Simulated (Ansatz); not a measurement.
**What DFT gives for ZrAl$_{2}$Sn$_{2}$**

```
Al Zr Sn
1.0
     4.31098    0.00000    0.00000
    -2.15549    3.73341    0.00000
     0.00000    0.00000    6.85507
Al Zr Sn
2 1 2
Cartesian
  -0.0002 2.4891 4.3975
  2.1557 1.2443 2.4575
  0.0000 0.0000 0.0000
  -0.0002 2.4891 1.7232
  2.1557 1.2443 5.1319
```

Method: PBE, no spin polarisation; PAW, plane waves to 420 eV, 9×9×5 Γ-centred mesh, methfessel-paxton occupations (width 0.2809 eV) (Ansatz 0.2.0), atoms fixed.

Is there a gap?

It is a metal, with about 1.9 states/eV a cell as the mean within 0.25 eV of the Fermi level, mostly Zr d (52 %), Al s (16 %) and Al p (13 %).

What does the stress say?

The pressure is 6.7 GPa (compression positive), so with the atoms held at these fractions the cell would first expand; the forces are large, so a full relaxation may end otherwise. The principal stresses 3.0, 8.5, 8.5 GPa differ, so its shape would change too.

Is it stable against the elements?

0.16 eV an atom against the elements' usual phases (free molecules for gases, crystals otherwise, with no correction for O₂ or N₂), so at this geometry it isn't bound against them. Relaxing would lower it.

How is the charge shared?

Bader charges in e: Zr +1.15, Al +1.40, Sn -1.97. In the mean Al gives up most and Sn takes most.

Origin: a known structure type with other elements, at an estimated volume, so it need not be a known compound. Caveats: wide smearing.
